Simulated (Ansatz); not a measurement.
A relaxed structure of TiO2 is spoiled in several ways and relaxed again each time (noise and exchanges are one random draw each; squeezed and stretched starts keep its symmetry, which their runs cannot lower; pressure is positive under compression). Method: PBEsol (plane waves to 420 eV, PAW, scalar-relativistic; Ansatz, an electronic-structure program).

```cif
data_O8Ti4
_chemical_formula_sum 'Ti4 O8'
_space_group_name_H-M_alt 'I41/amd :1'
_space_group_IT_number 141
_space_group_name_Hall 'I 4bw 2bw -1bw'
_cell_length_a 3.76978
_cell_length_b 3.76978
_cell_length_c 9.55175
_cell_angle_alpha 90.000
_cell_angle_beta 90.000
_cell_angle_gamma 90.000
loop_
_atom_site_label
_atom_site_type_symbol
_atom_site_symmetry_multiplicity
_atom_site_Wyckoff_symbol
_atom_site_fract_x
_atom_site_fract_y
_atom_site_fract_z
_atom_site_occupancy
Ti1 Ti 4 b 0.00000 0.00000 0.50000 1
O1 O 8 e 0.00000 0.00000 0.29247 1
```
(The calculation used a cell of 6 atoms; values per cell refer to that cell.)

One start gave a first pressure of -32.9 GPa, a largest first force of 1.04 eV/Å and released 0.44 eV/atom. Which change was it?
A) with one O and one Ti atom exchanged in a cell of 6 atoms
B) stretched uniformly to 130 % of its volume

B, stretched uniformly to 130 % of its volume. All starts:

```csv
change,first pressure (GPa),largest first force (eV/Å),released (eV/atom),moves,outcome,final group,E − E(parent) (eV/atom)
stretched uniformly to 130 % of its volume,-32.9,1.04,0.44,8,returns to the parent,I4₁/amd,0.000
with one O and one Ti atom exchanged in a cell of 6 atoms,–,–,1.5,43,trapped higher,Imm2,+0.708
```

First-step values come from each run's starting, coarser k-mesh (8×8×8, 9×9×9). The runs use different k-meshes, so differences are rounded accordingly. No spin polarisation in the result.
